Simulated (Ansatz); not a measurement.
Al$_{2}$O$_{3}$:
```yaml
crystal:
  lattice:
    - [4.83492, -2.75525, 0.00000]
    - [4.83492, 2.75525, 0.00000]
    - [0.00000, 0.00000, 4.92958]
  atoms:
    - { symbol: Al, position: [0.99259, 0.67127, 0.43170] }
    - { symbol: Al, position: [0.00741, 0.32873, 0.93170] }
    - { symbol: Al, position: [0.32873, 0.00741, 0.43170] }
    - { symbol: Al, position: [0.67127, 0.99259, 0.93170] }
    - { symbol: O, position: [0.78098, 0.21902, 0.98915] }
    - { symbol: O, position: [0.21902, 0.78098, 0.48915] }
    - { symbol: O, position: [0.89871, 0.65905, 0.08759] }
    - { symbol: O, position: [0.10129, 0.34095, 0.58759] }
    - { symbol: O, position: [0.34095, 0.10129, 0.08759] }
    - { symbol: O, position: [0.65905, 0.89871, 0.58759] }
```

Tensor components refer to the Cartesian frame of this cell.

Give the high-frequency dielectric tensor and the Born effective charge tensors of the independent atoms from DFPT, plane-wave PAW r²SCAN (Ansatz code).


ε∞:
```
2.43  0.00  0.00
0.00  2.41  0.00
0.00  0.00  2.48
```
Z* of atom 1 (Al), rows: field, columns: displacement, in e:
```
 2.66   0.04   0.01
 0.17   2.55  -0.02
-0.04  -0.04   2.64
```
Z* of atom 5 (O), rows: field, columns: displacement, in e:
```
-2.45   0.00   0.00
 0.00  -1.27   0.01
 0.00   0.00  -1.31
```
Z* of atom 7 (O), rows: field, columns: displacement, in e:
```
-1.43  -0.37  -0.22
-0.42  -1.91   0.06
-0.20   0.10  -1.98
```

Static charges for comparison (Bader): Al1 +2.57, O5 -1.69, O7 -1.73 e. Born charges measure polarisation by displacement and can exceed these by far.

Space group Cmc2_1. The workflow started from a Materials Project entry (that database holds measured and hypothetical structures alike); the Crystallography Open Database copy checked does not list it. It is not the phase usual at ambient conditions (space group No. 167). The r²SCAN relaxation kept the symmetry of its start; whether a distortion lowers the energy is not shown.

Potentials: the later of the program's two PAW sets.
